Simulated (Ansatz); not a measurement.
NaF with sulfur replacing F: gradients before and after relaxing the atoms

Start: a supercell of NaF (rock salt type, Fm-3m) built from an entry of the Crystallography Open Database (COD), with all atoms left at the host's positions.

Space group Fm-3m (No. 225); a = 13.9200 Å.

```csv
site,Wyckoff,site symmetry,x,y,z
Na1,32f,.3m,0.3333,0.8333,0.8333
Na2,24e,4m.m,0.5000,0.0000,0.8333
Na6,48h,m.m2,0.8333,0.1667,0.0000
Na27,4a,m-3m,0.0000,0.5000,0.5000
S,4b,m-3m,0.5000,0.0000,0.0000
F29,48i,m.m2,0.6667,0.1667,0.0000
F32,32f,.3m,0.8333,0.1667,0.1667
F42,24e,4m.m,0.0000,0.5000,0.3333
```

One atom of each set is listed; the run and its k-mesh use a cell of 54 atoms with edges of 9.84, 9.84, 9.84 Å.

Method: Kohn–Sham DFT in Ansatz, PBE, plane waves and PAW, scalar-relativistic, 420 eV cutoff, Γ-centred 3×3×3 k-points, Fermi–Dirac smearing 0.01 eV, cell charge -1.

The largest force at the start is 1.3 eV/Å. Relaxing the ions at fixed cell moves them by 0.156 Å at most (atom 5, Na) and 0.080 Å rms.

```json
{"site": "Na1", "moved (Å)": "0.036", "first shell before": "6 F at 2.32 Å", "first shell after": "6 F at 2.30–2.35 Å", "V_zz before (10²¹ V/m²)": "-0.088", "η before": "0.00"}
{"site": "Na2", "moved (Å)": "0.156", "first shell before": "5 F at 2.32 Å, 1 S at 2.32 Å", "first shell after": "5 F at 2.22–2.40 Å, 1 S at 2.48 Å", "V_zz before (10²¹ V/m²)": "-1.68", "η before": "0.00"}
{"site": "Na6", "moved (Å)": "0.003", "first shell before": "6 F at 2.32 Å", "first shell after": "6 F at 2.24–2.32 Å", "V_zz before (10²¹ V/m²)": "0.11", "η before": "0.21"}
{"site": "S", "moved (Å)": "0.000", "first shell before": "6 Na at 2.32 Å", "first shell after": "6 Na at 2.48 Å", "V_zz before (10²¹ V/m²)": "0.00", "η before": "–"}
{"site": "F29", "moved (Å)": "0.119", "first shell before": "6 Na at 2.32 Å", "first shell after": "6 Na at 2.24–2.40 Å", "V_zz before (10²¹ V/m²)": "-1.17", "η before": "0.05"}
{"site": "F32", "moved (Å)": "0.010", "first shell before": "6 Na at 2.32 Å", "first shell after": "6 Na at 2.31–2.35 Å", "V_zz before (10²¹ V/m²)": "0.25", "η before": "0.00"}
{"site": "F42", "moved (Å)": "0.059", "first shell before": "6 Na at 2.32 Å", "first shell after": "6 Na at 2.22–2.32 Å", "V_zz before (10²¹ V/m²)": "-0.24", "η before": "0.00"}
```

(1) How do the gradients change?

Answers

(1) 

| site | V_zz after | η after | change of V_zz |
| --- | --- | --- | --- |
| Na1 | 0.13 | 0.00 | +0.22 |
| Na2 | -1.90 | 0.00 | -0.22 |
| Na6 | -0.40 | 0.02 | – |
| S | 0.00 | – | 0.00 |
| F29 | -1.69 | 0.32 | -0.52 |
| F32 | 0.28 | 0.00 | +0.03 |
| F42 | -0.35 | 0.00 | -0.11 |

The largest change of V_zz along a kept axis is on F29, from -1.17 to -1.69. In per cent, |V_zz| changes by +13 on Na, +44 on F (all sites that start above 0.5). Where |V_zz| stays above 0.1 and the axes keep their order, η moves most on F29, from 0.05 to 0.32. V_zz changes sign on Na1 (same axis). On Na6 the largest principal value lies along another axis in the second run, so the two V_zz can't be compared directly. Other sites without a gradient aren't listed.

The defect repeats with the cell of 54 atoms, so it feels its images: sites between two images don't show the values beside a lone defect, and zeros or small values of η there can come from the images' arrangement. A uniform background compensates the cell's charge.
Before: The neighbours have not yet relaxed around the defect (largest force 1.3 eV/Å), so a real crystal will differ.
After: The relaxation keeps the site symmetry m-3m of the start, so the impurity can't leave its site; a start off the site could end lower.
